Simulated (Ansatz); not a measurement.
The start is a relaxed AlN cell with every coordinate shifted by Gaussian noise of σ = 0.3 Å. The structure is fully relaxed (lattice and positions, P = 0) with PBE (plane waves to 420 eV, PAW, scalar-relativistic; Ansatz, a first-principles code). The first steps use a coarse 9×9×3 k-mesh.

The start:
```
AlN
1.0
    3.12082     0.00000     0.00000
   -1.56041     2.70271     0.00000
    0.00000     0.00000    10.11163
Al N
4 4
Direct
  0.98353   0.91333   0.44708
  0.08550   0.05479   0.01511
  0.78326   0.51788   0.26770
  0.29112   0.57486   0.79141
  0.09603   0.19394   0.32137
  0.14686   0.08022   0.87332
  0.62805   0.44241   0.06272
  0.10870   0.66951   0.56776
```

Question: How large is the pressure on the unrelaxed cell, and of which sign?

Answer: +56.4 GPa (positive: the cell is compressed).

Question: By how much does the energy per atom fall from start to end?

Answer: 2.04 eV/atom.

Question: How do the shortest distances between atoms change?

Answer: The closest pairs of elements (up to four, under 3.6 Å), start → end: Al–N 1.44 → 1.90 Å; Al–Al 2.11 → 3.10 Å; N–N 2.35 → 3.10 Å.

Question: Is the relaxed structure metallic? Give its gap.

Answer: 4.00 eV, direct at Γ (no spin-orbit coupling).

It ends as:

Space group P6₃mc (No. 186); a = 3.1208 Å, b = 3.1208 Å, c = 10.1115 Å, α = 90.00°, β = 90.00°, γ = 120.00°

| atom | site | symmetry | x | y | z |
|---|---|---|---|---|---|
| Al | 2a | 3m. | 0.0000 | 0.0000 | 0.0133 |
| Al | 2b | 3m. | 0.6667 | 0.3333 | 0.2622 |
| N | 2a | 3m. | 0.0000 | 0.0000 | 0.3238 |
| N | 2b | 3m. | 0.6667 | 0.3333 | 0.0739 |

Final values are on a 12×12×4 k-mesh of the relaxed cell. No spin polarisation in the result.

The first start was generated by placing the elements on the sites of a structure type. A measured structure of AlN has the same space group, P6₃mc (No. 186); the sites were not compared with it.
